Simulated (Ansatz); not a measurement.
B₆P in space group R-3m (No. 166; B on 18h, B on 18h, P on 6c), DFT-r²SCAN in the program Ansatz with PAW potentials, all energies at zero smearing, with the estimated change up to a 700 eV cutoff added, with one set of potentials and settings (totals compare only within such a set). Cell of 14 atoms (12 B, 2 P): -3401.545 eV.

```tsv
element	reference phase	E (eV/atom)
B	R-3m, 12 atoms in the cell	-156.5544
P	Cmce, 4 atoms in the cell	-759.1646
```

Formation energy per atom, worked out: (-3401.545 − 12×(-156.5544) − 2×(-759.1646))/14 = -0.326 eV/atom (-31 kJ per mol of atoms), at 0 K, without zero-point energy or fitted corrections.

The first step of the workflow began from a Materials Project structure, measured or hypothetical; the Crystallography Open Database copy checked does not list it. Whether it is the stable phase at ambient conditions was not checked. Symmetry was held in the r²SCAN relaxation; whether a distortion lowers the energy is not shown. The references are the lowest solids computed at this level, not always the standard phases.

Potentials: the later of the program's two PAW sets.
